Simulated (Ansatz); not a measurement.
An Ansatz input:

```yaml
crystal:
  lattice:
    - [-2.006434285, 2.006434285, 2.006434285]
    - [2.006434285, -2.006434285, 2.006434285]
    - [2.006434285, 2.006434285, -2.006434285]
  atoms:
    - { symbol: Pb, position: [0.0, 0.0, 0.0] }
hamiltonian:
  xc: pbesol
  pseudopotentials:
    kind: paw
    azcp:
      Pb: "pseudopotentials/Pb.paw.azcp"
basis:
  ecutwfc: 420
  fft_grid_basis: typed
kpoints:
  mp_grid: { grid: [13, 13, 13], shift: [0, 0, 0] }
magnetization:
  spin_polarized: false
scf:
  occupations: { method: fermi_dirac, width: 0.1 }
  lower_state_search: "off"
output:
  stress: true
  write_density: true
  write_potential: true
  elf: true
  volumetric_format: npy
```

Output

```
Warning: the record states the generating functional pbe (its physics header spells it `PBE`), which answers neither for hamiltonian.xc's functional nor for the pbesol family's — results may be inconsistent (PPs are generated against a specific XC)
Engine: ansatz 0.2.0, x86_64-unknown-linux-gnu
Pseudopotentials: kind: paw
Pseudopotential: Pb, paw, valence charge 14, recommended cutoff 420 eV (normal) 
Functional definition: PBEsol
  exchange = pbesol_x
  correlation = pbesol_c
Crystal: 1 atoms, lattice volume = 32.310 Å³
Basis set: ecut = 420 eV, 627 PW (Γ)
Bands: 11, of which v1, the nominal top of the filled ones, is band 7 counted from 1 (6 counted from 0)
Symmetry: 48 space group operations
Space group: Im-3m (ITA 229), of the structure as read, at distance tolerance 3.2e-5 Å
k-points: 84 of 2197
Non-local potential: Pb, projectors of the file, l = 0: 2, l = 1: 2, l = 2: 2, l = 3: 2
PAW form: soft (Blöchl's): semilocal exchange-correlation on the pseudo side does not see the compensation charge
PAW frozen core: Pb, regenerated for the run's functional, and the local potential with it (the file was generated under x = pbe(κ = 0.804, μ = 0.2195149727645171), c = pbe(β = 0.06672455060314922))
PAW one-centre angular grid: Pb, 590 points (default); XC on 64 Gauss nodes
Initial density: superposition of atomic densities (neutral atoms: chi_scale 0, normalization atom), corrected by the library's trained network
Initial wavefunctions: pseudopotential atomic-orbital guess
Functional: x = pbesol(κ = 0.804, μ = 0.12345679012345678), c = pbesol(β = 0.046)
SCF iter   1: F=—  HF=-11754.893674 eV  |F-HF|=—  |Δ(HF+E_count)|=         —  Δρ=1.76e-3  dr2=8.20e-4  ethr=1.77e-3  ⟨swp⟩=5.5  Hψ=5964  notcnv=0
SCF iter   2: F=—  HF=-11754.892919 eV  |F-HF|=—  |Δ(HF+E_count)|=   7.54e-4  Δρ=9.44e-4  dr2=2.75e-4  ethr=5.85e-6  ⟨swp⟩=2.4  Hψ=2087  notcnv=0
SCF iter   3: F=—  HF=-11754.892810 eV  |F-HF|=—  |Δ(HF+E_count)|=   1.09e-4  Δρ=2.13e-4  dr2=7.49e-6  ethr=1.96e-6  ⟨swp⟩=2.0  Hψ=1504  notcnv=0  defer=1
SCF iter   4: F=—  HF=-11754.892806 eV  |F-HF|=—  |Δ(HF+E_count)|=   3.82e-6  Δρ=8.19e-5  dr2=3.22e-6  ethr=5.35e-8  ⟨swp⟩=2.0  Hψ=1512  notcnv=0
SCF iter   5: F=—  HF=-11754.892805 eV  |F-HF|=—  |Δ(HF+E_count)|=   9.75e-7  Δρ=4.53e-5  dr2=9.61e-7  ethr=2.30e-8  ⟨swp⟩=2.0  Hψ=1425  notcnv=0
SCF iter   6: F=-11754.892805 eV  HF=-11754.892805 eV  |F-HF|=1.04e-8  |Δ(HF+E_count)|=   4.98e-7  Δρ=5.62e-6  dr2=1.17e-8  ethr=7.14e-10  ⟨swp⟩=7.3  Hψ=6506  notcnv=0
SCF 1 converged in 6 iterations: F = -11754.892805 eV  dr2 = 1.17e-8
SCF converged after 6 iterations
Free energy (F): -11754.892805 eV
Harris-Foulkes:  -11754.892805 eV  (|F-HF|=1.04e-8)
Internal energy: -11754.873894 eV  (E = F + TS)
E sigma→0 (E₀):  -11754.883349 eV
Entropy (-TS):   -0.018911 eV (-18.911 meV/atom)
Fermi energy:    9.871736 eV
--- Per-component energies (eV) ---
  E_band       = -50.788492
  E_kinetic    = 288.214410
  E_local      = -1058.505271  (includes V_loc(G=0)·N_el)
  E_nonlocal   = 351.637101
  E_hartree    = 417.686119
  E_xc         = -218.584107
  E_vxc        = -132.184773  (∫ρ·V_xc dr)
  E_paw        = -10255.611570  (= ΣΔE_a)
  E_vpaw       = -335.326576  (= ΣTr[D̂ρ^β])
  E_aug_tail   = 0.000048  (compensation charges beyond the density's cutoff)
  E_ewald      = -1279.772740
  E_core_change = 0.062117  (= ΣΔE_core)
  E_smearing   = -0.018911  (= −TS)
  E_closure    = 0.000000  (closes the sum)
  Σ components = -11754.892805   (vs F -11754.892805, Δ=0.00e0)
--- Stress (GPa, compression-positive) ---
       -3.008571      -0.000000      -0.000000
        0.000000      -3.008571       0.000000
        0.000000       0.000000      -3.008571
  P = ⅓ Tr σ = -3.0086 GPa (-30.086 kbar)
--- Band table (eV; the first three rows and the last of 84) ---
  k-point 0: bands = ["-7.1426", "-7.1426", "-7.1426", "-6.9402", "-6.9402", "-1.4753", "16.9670", "16.9670", "16.9670", "20.7802", "20.8537"]
  k-point 1: bands = ["-7.1467", "-7.1374", "-7.1247", "-6.9447", "-6.9406", "-1.3626", "15.7769", "16.5941", "16.8287", "20.0166", "20.4959"]
  k-point 2: bands = ["-7.1578", "-7.1250", "-7.0746", "-6.9558", "-6.9418", "-1.0252", "13.6089", "15.7579", "16.4397", "18.9808", "19.8951"]
  k-point 83: bands = ["-7.1790", "-7.1753", "-6.8536", "-6.8536", "-6.8519", "4.3239", "9.4744", "9.6255", "9.6255", "14.4101", "14.7328"]
```
